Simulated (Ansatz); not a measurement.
The start is a relaxed B cell displaced along its unstable phonon at q = (½, 0, 0) of its primitive reciprocal cell (234i cm⁻¹), largest move 0.15 Å. A full variable-cell relaxation at zero pressure is run with r2SCAN (plane waves to 500 eV, PAW, scalar-relativistic; Ansatz, a first-principles code). The first steps use a coarse 13×13×18 k-mesh.

Input geometry:
```
CELL_PARAMETERS angstrom
      5.74774     0.00000     0.00000
     -1.43693     2.48884     0.00000
      0.00000     0.00000     1.78456
ATOMIC_POSITIONS crystal
  B  0.17111 0.67111 0.86691
  B  0.66222 0.66222 0.70064
  B  0.33778 0.33778 0.29936
  B  0.82889 0.32889 0.13309
```

### Question
Which atoms feel the largest initial force, and how large is it?

### Answer
0.49 eV/Å, on B1, B2, B3, B4 (atoms numbered as listed).

### Question
How do the shortest distances between atoms change?

### Answer
The closest pairs of elements (up to four, under 3.6 Å), start → end: B–B 1.77 → 1.72 Å.

### Question
What band gap does the relaxed structure have at this level?

### Answer
Zero (metallic).

### Question
Give the final cell and atomic positions.

### Answer

Space group Immm (No. 71); a = 1.8493 Å, b = 2.8166 Å, c = 5.1392 Å, α = β = γ = 90.00°

```json
[
 {"atom": "B", "site": "4i", "symmetry": "mm2", "x": "0.0000", "y": "0.0000", "z": "0.3329"}
]
```
(The calculation used a cell of 2 atoms; values per cell refer to that cell.)

Final values are on a 24×24×24 k-mesh of the relaxed cell. No spin polarisation in the result.

The run could not lose the symmetry of its start, so the end can be a saddle point.

The relaxed structure here is a generated cell of B: the first start was made by placing the elements on the sites of a structure type, and the end was not matched to a known phase here, so it may be hypothetical.
